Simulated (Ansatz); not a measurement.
Data:

Cu₃Pt (Cu3Au type)

```yaml
crystal:
  lattice:
    - [3.68445, 0.00000, 0.00000]
    - [0.00000, 3.68445, 0.00000]
    - [0.00000, 0.00000, 3.68445]
  atoms:
    - { symbol: Cu, position: [0.00000, 0.50000, 0.50000] }
    - { symbol: Cu, position: [0.50000, 0.00000, 0.50000] }
    - { symbol: Cu, position: [0.50000, 0.50000, 0.00000] }
    - { symbol: Pt, position: [0.00000, 0.00000, 0.00000] }
```

E(V) scan at fixed shape, V₀ the volume above. Symmetry pins the atoms to their sites.

Computed with r2SCAN (plane waves to 500 eV, PAW, scalar-relativistic; Ansatz, an electronic-structure program). k mesh 13×13×13 (Γ-centred), Fermi-Dirac smearing 0.05 eV. Energies are smeared free energies. Stress and pressure are positive under compression. Cu3Pt is run without spin polarisation. Cu3Pt was relaxed with its symmetry unable to fall. Spin-orbit coupling is left out, though Pt is heavy. ΔE is measured from the relaxed starting cell.

The scan covers V/V₀ from 0.900 to 1.100 in 9 points.

What is the fitted pressure derivative B₀′?

5.2.

What bulk modulus B₀ follows from a third-order Birch-Murnaghan fit?

189 GPa.

(Under strain, the slope of the energy per volume gives the stress and its curvature an elastic modulus.)
